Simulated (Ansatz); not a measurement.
HgTe:
```yaml
crystal:
  lattice:
    - [4.15359, 0.00000, 0.00000]
    - [-2.07679, 3.59711, 0.00000]
    - [0.00000, 0.00000, 3.88740]
  atoms:
    - { symbol: Hg, position: [0.00000, 0.00000, 0.00000] }
    - { symbol: Te, position: [0.66667, 0.33333, 0.50000] }
```

Relaxed with r²SCAN. Special points in fractions of this cell's reciprocal vectors: Γ (0.000, 0.000, 0.000); M (0.500, 0.000, 0.000); K (0.333, 0.333, 0.000); A (0.000, 0.000, 0.500); L (0.500, 0.000, 0.500); H (0.333, 0.333, 0.500).

List the band energies nearest the Fermi level at these points for DFT-r²SCAN in the program Ansatz with PAW potentials.

In eV from the Fermi level; about four levels below and three above (degenerate sets whole), none deeper than 8.9 eV; … stands for higher levels left out; points with the same levels are listed once.

| k | below | above |
|---|---|---|
| Γ | -1.19 -1.17 -0.21 -0.21 | 5.76 5.76 … |
| M | -6.72 -6.65 -5.53 -1.77 | 0.46 1.19 5.22 |
| K | -6.74 -6.43 -5.40 -3.60 | 0.71 3.70 5.24 |
| A | -6.96 -6.96 -6.83 -6.83 -5.91 | 0.36 0.36 3.75 |
| L | -6.42 -3.90 -3.25 -2.10 | 0.14 4.57 4.67 |
| H | -3.21 -3.06 -2.52 -1.10 | 1.71 7.69 … |

Space group P-6m2. A made-up cell: these elements were put on the sites of a structure type; neither database checked (COD, Materials Project) lists it. It is not the phase usual at ambient conditions (space group No. 216). Symmetry was held in the r²SCAN relaxation; whether a distortion lowers the energy is not shown. Spin–orbit coupling is left out wherever it is not named.

Potentials: the later of the program's two PAW sets.
